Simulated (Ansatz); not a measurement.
Ga (α-Ga, space group No. 64) under volume change, DFT-PBEsol in the program Ansatz with PAW potentials, shape and atoms relaxed at each volume.

| V (Å³/atom) | E − E(relaxed) (meV/atom) | P (GPa) |
|---|---|---|
| 17.362 | 35.0 | 7.17 |
| 17.935 | 14.6 | 4.33 |
| 18.507 | 3.4 | 1.97 |
| 19.079 | 0.0 | 0.00 |
| 19.652 | 3.0 | -1.64 |
| 20.224 | 11.4 | -3.00 |
| 20.796 | 24.2 | -4.13 |

**Question.** What does a third-order Birch–Murnaghan fit give for V₀, B₀ and B′?

**Answer.** V₀ = 19.08 Å³/atom, B₀ = 59.8 GPa, B′ = 5.1.

Space group Cmce (α-Ga). The cell was relaxed with PBEsol under the symmetry of its start.

Potentials: the earlier of the program's two PAW sets. The files were generated under PBE; for other functionals the program regenerates the frozen cores, and for LDA and PBEsol the local potential too.
